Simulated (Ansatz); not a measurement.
Au (fcc, Cu type)

```
Au
1.0
    0.00000     2.07863     2.07863
    2.07863     0.00000     2.07863
    2.07863     2.07863     0.00000
Au
1
Direct
  0.00000   0.00000   0.00000
```

The volume is varied about the relaxed value V₀ at fixed cell shape. Symmetry pins the atoms to their sites.

Method: PBE (plane waves to 420 eV, PAW, scalar-relativistic; Ansatz, a quantum-chemistry and plane-wave program). k mesh 19×19×19 (Γ-centred), Fermi-Dirac smearing 0.05 eV. E stands for the smeared free energy. Au was relaxed with its symmetry unable to fall. Spin-orbit coupling is left out, though Au is heavy. The PAW data are Ansatz's earlier set. The zero of ΔE is the relaxed starting cell. The last digit holds for this mesh only.

```json
[
 {"V (Å³/atom)": "16.166", "ΔE (meV/atom)": "99.0"},
 {"V (Å³/atom)": "16.615", "ΔE (meV/atom)": "52.2"},
 {"V (Å³/atom)": "17.064", "ΔE (meV/atom)": "21.8"},
 {"V (Å³/atom)": "17.513", "ΔE (meV/atom)": "5.1"},
 {"V (Å³/atom)": "17.962", "ΔE (meV/atom)": "0.0"},
 {"V (Å³/atom)": "18.411", "ΔE (meV/atom)": "4.6"},
 {"V (Å³/atom)": "18.860", "ΔE (meV/atom)": "17.3"},
 {"V (Å³/atom)": "19.309", "ΔE (meV/atom)": "36.9"},
 {"V (Å³/atom)": "19.758", "ΔE (meV/atom)": "62.3"}
]
```

Q: What is the fitted pressure derivative B₀′?

A: 6.0.

Q: What bulk modulus B₀ follows from a third-order Birch-Murnaghan fit?

A: 139 GPa. Check by three points about V = 17.962 Å³/atom, step 0.898: d²E/dV² ≈ (22 − 2·0 + 17) meV / 0.898² = 0.0484 eV/Å⁶, and V·d²E/dV² × 160.2 = 139 GPa.

(A scan under strain: stresses follow from slopes of the energy per volume, elastic moduli from its curvatures.)
